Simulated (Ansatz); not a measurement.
FeO (rock salt)

```xyz
2
Lattice="0.0000 2.1545 2.1545 2.1545 0.0000 2.1545 2.1545 2.1545 0.0000" Properties=species:S:1:pos:R:3 pbc="T T T"
O      0.0000     0.0000     0.0000
Fe     2.1545     2.1545     2.1545
```

The relaxed cell is deformed in two ways at once: its volume V is scaled, and at that volume it is stretched along z (the c axis of the conventional cell) so that c/a changes. Fractional atomic positions are held.

Computed with PBE (plane waves to 420 eV, PAW, scalar-relativistic; Ansatz, a program for electronic structure). k mesh 19×19×19 (Γ-centred), Fermi-Dirac smearing 0.05 eV. Stress and pressure are positive under compression. With partly filled bands, the response to shear is sensitive to the k mesh, so small differences along c/a are uncertain. FeO is run spin-polarised and with no Hubbard U; the real compound is an antiferromagnetic insulator, a state that this run doesn't describe. FeO was relaxed with its symmetry unable to fall. Relaxed FeO ends ferromagnetic. Other magnetic orders were not checked, so this need not be the ground state. 

```tsv
σzz − σxx (GPa)	V/V₀ = 0.920	V/V₀ = 0.947	V/V₀ = 0.973	V/V₀ = 1.000	V/V₀ = 1.027	V/V₀ = 1.053	V/V₀ = 1.080
(c/a)/(c/a)₀ = 0.920	?	15.2	12.8	10.3	7.9	5.8	3.9
(c/a)/(c/a)₀ = 0.947	11.3	10.0	?	6.7	5.1	3.7	2.5
(c/a)/(c/a)₀ = 0.973	5.6	4.9	4.1	3.2	2.5	1.8	1.2
(c/a)/(c/a)₀ = 1.000	0.0	0.0	0.0	0.0	0.0	0.0	0.0
(c/a)/(c/a)₀ = 1.027	-5.0	-4.7	-3.9	-3.1	-2.4	-1.8	-1.2
(c/a)/(c/a)₀ = 1.053	-8.6	?	-7.3	-5.9	-4.6	-3.4	-2.3
(c/a)/(c/a)₀ = 1.080	-11.5	-10.3	-9.4	-8.0	-6.3	-4.6	-3.1
```

Question: Complete the blanks.

Answer: 
- (c/a)/(c/a)₀ = 0.920, V/V₀ = 0.920: 17.4
- (c/a)/(c/a)₀ = 0.947, V/V₀ = 0.973: 8.4
- (c/a)/(c/a)₀ = 1.053, V/V₀ = 0.947: -8.3

(A scan under strain: stresses follow from slopes of the energy per volume, elastic moduli from its curvatures.)
